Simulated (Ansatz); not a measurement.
Given:

ZnCdSe₂:
```yaml
crystal:
  lattice:
    - [4.12405, 0.00000, 0.00000]
    - [-2.06203, 3.57153, 0.00000]
    - [0.00000, 0.00000, 6.82963]
  atoms:
    - { symbol: Zn, position: [0.00000, 0.00000, 0.00117] }
    - { symbol: Cd, position: [0.66667, 0.33333, 0.49337] }
    - { symbol: Se, position: [0.66667, 0.33333, 0.10933] }
    - { symbol: Se, position: [0.00000, 0.00000, 0.64414] }
```

This is the PBEsol-relaxed structure. x, y and z are the axes in which the lattice vectors are written.

Question: All from plane-wave PAW PBEsol (Ansatz code), unless another level is named. Estimate the highest zone-centre frequency (without LO–TO term).

Answer: 6.26 THz.

Question: Predict the piezoelectric stress constants (proper, relaxed ions, C/m²).

Answer: e15 = e24 = 0.07, e16 = e21 = -0.18, e22 = 0.18, e31 = e32 = 0.11, e33 = -0.09.

Question: What about the bulk modulus (Birch–Murnaghan fit)?

Answer: 56.1 GPa.

Space group P3m1. The workflow started from a Materials Project entry (that database holds measured and hypothetical structures alike); the Crystallography Open Database copy checked does not list it. Whether it is the stable phase at ambient conditions was not checked. The PBEsol relaxation kept the symmetry of its start; of distortions, only those at the zone centre were tested.

Potentials: the later of the program's two PAW sets.
